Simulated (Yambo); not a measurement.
GaN (zinc blende, space group F-43m, No. 216), G0W0@LDA in Yambo with this input:

```
rim_cut
gw0
dyson
el_el_corr
HF_and_locXC
ppa
em1d
RandQpts= 1000000
RandGvec= 1 Ry
EXXRLvcs= 84 Ry
VXCRLvcs= 336 Ry
Chimod= "HARTREE"
% BndsRnXp
 1 | 88 |
%
NGsBlkXp= 14 Ry
% LongDrXp
 1.0 | 1.0 | 1.0 |
%
PPAPntXp= 27.2114 eV
% GbndRnge
 1 | 88 |
%
GTermKind= "BG"
DysSolver= "n"
ExtendOut
```

On a 6×6×6 mesh, with wavefunctions cut at 84 Ry, the gap (Γ → Γ) is 2.794 eV and the valence edge shifts by -0.390 eV.

Q: What happens with this change: exchange cut at 40 Ry?

A: The gap falls by 0.087 eV, to 2.707 eV; the shift of the valence edge becomes -0.302 eV. Neither run is shown to be the converged limit.

The standard potential for Ga keeps a d shell in the valence without the s and p states of that shell. In tests on such compounds this moved G0W0 gaps by up to about 0.9 eV, so absolute quasiparticle energies here are unreliable; differences between settings are what counts.

Spin-orbit coupling is not included.

Geometry relaxed with LDA; primitive cell a = b = c = 3.149 Å, α = β = γ = 60.00°.

This is not the ordinary phase of the substance; no match was found in the copy of COD used, and its stability was not checked.

A shift is the quasiparticle energy of the state minus its LDA energy.
